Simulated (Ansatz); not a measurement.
# How far is PAW off for Hf?

```
Hf
1.0
    -1.80500    1.80500    1.80500
     1.80500   -1.80500    1.80500
     1.80500    1.80500   -1.80500
Hf
1
Direct
  0.00000 0.00000 0.00000
```

The conventional cell has a = 3.610 Å, b = 3.610 Å, c = 3.610 Å, α = 90.00°, β = 90.00°, γ = 90.00°. Hf (atom 1) is surrounded by 8 Hf at 3.13 Å.

The cell comes from COD entry 1522789, which wasn't checked; take it as a given geometry.

No spin–orbit coupling, which matters for the heavy atoms here.

Methods: DFT, PBEsol, PAW with Ansatz's default frozen-core files, scalar-relativistic (Ansatz 0.2.0); DFT, PBEsol, all-electron PAW with datasets made for the crystal, scalar-relativistic (Ansatz 0.2.0); DFT, PBEsol, all-electron LAPW, scalar-relativistic (Ansatz 0.2.0).

For PAW: a Γ-centred 16×16×16 k mesh, Fermi–Dirac smearing of 0.08 eV, cutoff 420 eV, no spin polarisation; the PAW files were made with PBE, and the program remakes their frozen cores for this functional. The crystal-made all-electron datasets (AE datasets) take a cutoff of 400 eV at this cell. LAPW targets a basis error of 1 meV/atom. The Ansatz runs share mesh, smearing and spin set-up. Plane-wave (PAW) pressures include the program's estimate of the Pulay term.

Stress and pressure are positive in compression.

Levels count from the Fermi level.

```
                      quantity     PAW  AE datasets    LAPW
                pressure (GPa)   -8.91        -8.89   -8.89
highest filled level at Γ (eV)  -6.873       -6.874  -6.874
  lowest empty level at Γ (eV)   1.458        1.458   1.458
highest filled level at H (eV)  -2.367       -2.367  -2.367
  lowest empty level at H (eV)   6.399        6.399   6.399
```
